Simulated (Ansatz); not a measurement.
## Which state of YbSe comes out lowest in this cell?

We look at YbSe: an experimental structure (space group Fm-3m, primitive cell doubled), with 4 atoms per cell. Source: COD entry 1539487; the sample's temperature and pressure aren't taken into account, and it need not be the stable phase.

```yaml
crystal:
  lattice:
    - [0.00000, -2.96600, -2.96600]
    - [-5.93200, -2.96600, -2.96600]
    - [0.00000, 2.96600, -2.96600]
  atoms:
    - { symbol: Yb, position: [0.50000, 0.00000, 0.50000] }
    - { symbol: Yb, position: [0.50000, 0.50000, 0.00000] }
    - { symbol: Se, position: [0.00000, 0.00000, 0.00000] }
    - { symbol: Se, position: [0.00000, 0.50000, 0.50000] }
```

Atoms are numbered from 1 in the order listed.

Level of theory: DFT, r2SCAN, PAW, plane waves, scalar-relativistic in Ansatz.

```yaml
plane_wave_cutoff: 500 eV
k_point_mesh: 6×4×5 (Γ-centred)
occupations: Fermi–Dirac smearing, 0.1 eV
valence_electrons: 80
```

Spin–orbit coupling is left out, so orbital moments of the f shell are missing. A semilocal functional without U tends to delocalise d and f electrons.

The mesh has less symmetry than the lattice, which lowers the symmetry of the run.

Only collinear orders within this cell were tried; the true ground state may need a larger cell.

Plain SCF: the run stops at the first self-consistent solution.

Q: The cell was converged 5 times from various starts and settings. Describe the lowest state found.

A: Non-magnetic, no gap on the k-mesh.

Machine: 2 threads of Intel(R) Xeon(R) Platinum 8259CL CPU @ 2.50GHz (shared host).

Q: Estimate the wall time and peak memory of the run “parallel moments, plain SCF [Yb1 1.00, Yb2 1.00 μB]” on this machine.

A: 96 s, 0.95 GiB (25 iterations, 42 k-points after symmetry).
